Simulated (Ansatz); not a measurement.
Consider the following.

Rb2LiInCl6:
```cif
data_Cl6InLiRb2
_chemical_formula_sum 'Rb2 Li1 In1 Cl6'
_space_group_name_H-M_alt 'P 1'
_space_group_IT_number 1
_cell_length_a 7.13580
_cell_length_b 7.13580
_cell_length_c 7.13580
_cell_angle_alpha 60.000
_cell_angle_beta 60.000
_cell_angle_gamma 60.000
loop_
_space_group_symop_operation_xyz
  'x, y, z'
loop_
_atom_site_label
_atom_site_type_symbol
_atom_site_fract_x
_atom_site_fract_y
_atom_site_fract_z
_atom_site_occupancy
Rb1 Rb 0.75000 0.75000 0.75000 1
Rb2 Rb 0.25000 0.25000 0.25000 1
Li1 Li 0.50000 0.50000 0.50000 1
In1 In 0.00000 0.00000 0.00000 1
Cl1 Cl 0.75126 0.24874 0.24874 1
Cl2 Cl 0.24874 0.75126 0.75126 1
Cl3 Cl 0.24874 0.75126 0.24874 1
Cl4 Cl 0.75126 0.24874 0.75126 1
Cl5 Cl 0.24874 0.24874 0.75126 1
Cl6 Cl 0.75126 0.75126 0.24874 1
```

This is the PBEsol-relaxed structure.

### Question
All from plane-wave PAW PBEsol (Ansatz code), unless another level is named. Estimate the formation energy from the elements (no fitted shifts).

### Answer
-157 kJ/mol of atoms.

### Question
What about the valence-band maximum?

### Answer
at Γ.

### Question
Give the weight of the valence-edge state by species (Voronoi cells).

### Answer
Cl 99 %.

Space group Fm-3m. The first step of the workflow began from a Materials Project structure, measured or hypothetical; the Crystallography Open Database copy checked does not list it. Its standing as an ambient phase is unchecked. The PBEsol relaxation kept the symmetry of its start; whether a distortion lowers the energy is not shown. The references are the lowest solids computed at this level, not always the standard phases (solids in place of the gases). Scalar-relativistic: spin–orbit coupling is off unless named, which matters more the heavier the elements.

Potentials: the later of the program's two PAW sets.
